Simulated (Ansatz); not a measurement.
Rb2PtF6:
```
Rb2PtF6
1.0
    5.78600     0.00000     0.00000
   -2.89300     5.01082     0.00000
    0.00000     0.00000     4.58379
Rb Pt F
2 1 6
Direct
  0.33333   0.66667   0.71254
  0.66667   0.33333   0.28746
  0.00000   0.00000   0.00000
  0.83755   0.16245   0.77382
  0.16245   0.83755   0.22618
  0.83755   0.67511   0.77382
  0.16245   0.32489   0.22618
  0.32489   0.16245   0.77382
  0.67511   0.83755   0.22618
```

Relaxed with LDA. Special points in fractions of this cell's reciprocal vectors: Γ (0.000, 0.000, 0.000); M (0.500, 0.000, 0.000); K (0.333, 0.333, 0.000); A (0.000, 0.000, 0.500); L (0.500, 0.000, 0.500); H (0.333, 0.333, 0.500).

### Question
List the band energies nearest the valence-band maximum at these points for plane-wave PAW LDA (Ansatz code).

### Answer
In eV from the valence-band maximum; about four levels below and three above (degenerate sets whole), none deeper than 8.9 eV; points with the same levels are listed once.

```csv
k,below,above
Γ,-2.18 -0.33 -0.17 -0.17,3.04 3.04 5.42
M,-2.30 -0.33 -0.15 0.00,2.68 3.04 7.34
K,-2.37 -0.27 -0.09 -0.09,2.83 2.83 7.53
A,-2.25 -2.25 -0.27 -0.27 -0.19,2.98 2.98 7.58
L,-2.22 -0.39 -0.12 0.00,2.72 2.99 8.00
H,-2.30 -2.30 -0.23 -0.23 0.00,2.84 2.84 8.28
```

Space group P-3m1. The first step of the workflow began from a Materials Project structure, measured or hypothetical; the Crystallography Open Database copy checked does not list it. Whether it is the stable phase at ambient conditions was not checked. The LDA relaxation kept the symmetry of its start; phonons on a q-mesh show no instability. No spin polarisation was allowed. Scalar-relativistic: spin–orbit coupling is off unless named, which matters more the heavier the elements.

Potentials: the later of the program's two PAW sets.
